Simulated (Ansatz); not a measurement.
BeS in space group P6_222 (No. 180; Be on 3d, S on 3c) under volume change, PBE (plane waves, PAW; program Ansatz), shape and atoms relaxed at each volume.

```json
[
 {"V (Å³/atom)": "12.226", "E − E(relaxed) (meV/atom)": "39.4", "P (GPa)": "11.26"},
 {"V (Å³/atom)": "12.629", "E − E(relaxed) (meV/atom)": "16.6", "P (GPa)": "6.95"},
 {"V (Å³/atom)": "13.032", "E − E(relaxed) (meV/atom)": "4.0", "P (GPa)": "3.22"},
 {"V (Å³/atom)": "13.435", "E − E(relaxed) (meV/atom)": "0.0", "P (GPa)": "0.00"},
 {"V (Å³/atom)": "13.838", "E − E(relaxed) (meV/atom)": "3.6", "P (GPa)": "-2.78"},
 {"V (Å³/atom)": "14.241", "E − E(relaxed) (meV/atom)": "13.7", "P (GPa)": "-5.19"},
 {"V (Å³/atom)": "14.644", "E − E(relaxed) (meV/atom)": "29.4", "P (GPa)": "-7.28"}
]
```

Q: What does a third-order Birch–Murnaghan fit give for V₀, B₀ and B′?

A: V₀ = 13.44 Å³/atom, B₀ = 99.6 GPa, B′ = 3.8.

The cell is a constructed one: a structure type filled with these elements; neither database checked (COD, Materials Project) lists it. COD files the formula under space group No. 216, so this cell is another polymorph or a model. Its standing as an ambient phase is unchecked. The cell was relaxed with PBE under the symmetry of its start; whether a distortion lowers the energy is not shown.

Potentials: the later of the program's two PAW sets.
